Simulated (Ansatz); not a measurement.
One crystal and one scan (scan of one atom of the cell) at two levels, PBE (plane waves to 420 eV, PAW, scalar-relativistic; Ansatz, a program for electronic structure) and r2SCAN (plane waves to 500 eV, PAW, scalar-relativistic; Ansatz), each from its own relaxed cell and on its own mesh.

The crystal is SiO2 (rutile); one O atom of a 6-atom cell moves by s along Cartesian z, with its periodic images.

E stands for the smeared free energy. SiO2 was relaxed with its symmetry unable to fall. Both scans cover s from -0.180 to 0.180 Å.

```json
[
 {"quantity": "Lattice constant a (Å)", "run 1": "4.185", "run 2": "4.236"},
 {"quantity": "Lattice constant c (Å)", "run 1": "2.669", "run 2": "2.690"},
 {"quantity": "Relaxed volume (Å³/atom)", "run 1": "7.79", "run 2": "8.05"},
 {"quantity": "Energy at s = 0.180 Å (meV/cell)", "run 1": "331", "run 2": "301"},
 {"quantity": "Force along the line at s = -0.180 Å (eV/Å)", "run 1": "3.695", "run 2": "3.358"},
 {"quantity": "Force constant k = d²E/ds² at s = 0 (finite differences) (eV/Å²)", "run 1": "20.40", "run 2": "18.53"}
]
```

Q: Which run is which level?

A: Run 2 is PBE, run 1 is r2SCAN. PBE gives the higher value for: lattice constant a; lattice constant c; relaxed volume. PBE gives the lower value for: energy at s = 0.180 Å; force along the line at s = -0.180 Å; force constant k = d²E/ds² at s = 0. Both give the same symmetry of the curve: even: the same for both signs. Neither level is exact: the differences show how much the result hangs on the functional.

(For displaced atoms, the force is minus the slope of the energy, and its curvature is a force constant, which sets phonon frequencies.)
